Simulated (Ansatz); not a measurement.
# Energy over volume and axial ratio for Ni (fcc, Cu type)

Ni (fcc, Cu type)

```xyz
1
Lattice="0.0000 1.7391 1.7391 1.7391 0.0000 1.7391 1.7391 1.7391 0.0000" Properties=species:S:1:pos:R:3 pbc="T T T"
Ni     0.0000     0.0000     0.0000
```

The relaxed cell is deformed in two ways at once: its volume V is scaled, and at that volume it is stretched along z (the c axis of the conventional cell) so that c/a changes. Fractional atomic positions are held.

Computed with r2SCAN (plane waves to 500 eV, PAW, scalar-relativistic; Ansatz, an electronic-structure program). k mesh 23×23×23 (Γ-centred), Fermi-Dirac smearing 0.05 eV. E stands for the smeared free energy. Compression counts positive. With partly filled bands, the response to shear is sensitive to the k mesh, so small differences along c/a are uncertain. Ni was relaxed with its symmetry unable to fall. Relaxed Ni ends ferromagnetic. Other magnetic orders were not checked, so this need not be the ground state. ΔE is measured from the relaxed starting cell.

ΔE (meV/atom), with V/V₀ across and (c/a)/(c/a)₀ down:

```tsv
(c/a)/(c/a)₀ \ V/V₀	0.920	0.947	0.973	1.000	1.027	1.053	1.080
0.880	97	65	46	39	42	55	74
0.920	75	43	24	18	23	35	56
0.960	60	28	10	5	9	23	44
1.000	54	23	5	0	5	19	40
1.040	60	28	11	5	10	23	44
1.080	77	45	27	20	25	37	58
1.120	107	73	54	46	49	61	80
```

σzz (GPa), with V/V₀ across and (c/a)/(c/a)₀ down:

```
(c/a)/(c/a)₀ \ V/V₀  0.920  0.947  0.973  1.000  1.027  1.053  1.080
-------------------  -----  -----  -----  -----  -----  -----  -----
0.880                 32.2   23.2   15.4    8.7    2.8   -2.2   -6.6
0.920                 30.1   21.1   13.3    6.6    0.7   -4.3   -8.6
0.960                 26.7   17.8   10.2    3.6   -2.1   -7.0  -11.1
1.000                 22.5   13.8    6.4    0.0   -5.4  -10.1  -14.0
1.040                 17.7    9.4    2.2   -3.9   -9.1  -13.5  -17.2
1.080                 12.6    4.5   -2.3   -8.1  -13.0  -17.0  -20.4
1.120                  7.2   -0.4   -6.8  -12.2  -16.8  -20.6  -23.7
```

Key numbers:

| Quantity | Value |
|---|---|
| Shear modulus C′ = (C11 − C12)/2 (fit, atoms clamped) | 71 GPa |
| Lowest place on the grid | V/V₀ = 1.000, (c/a)/(c/a)₀ = 1.000 (0 meV/atom) |
| Highest place on the grid | V/V₀ = 0.920, (c/a)/(c/a)₀ = 1.120 (107 meV/atom) |

(A scan under strain: stresses follow from slopes of the energy per volume, elastic moduli from its curvatures.)
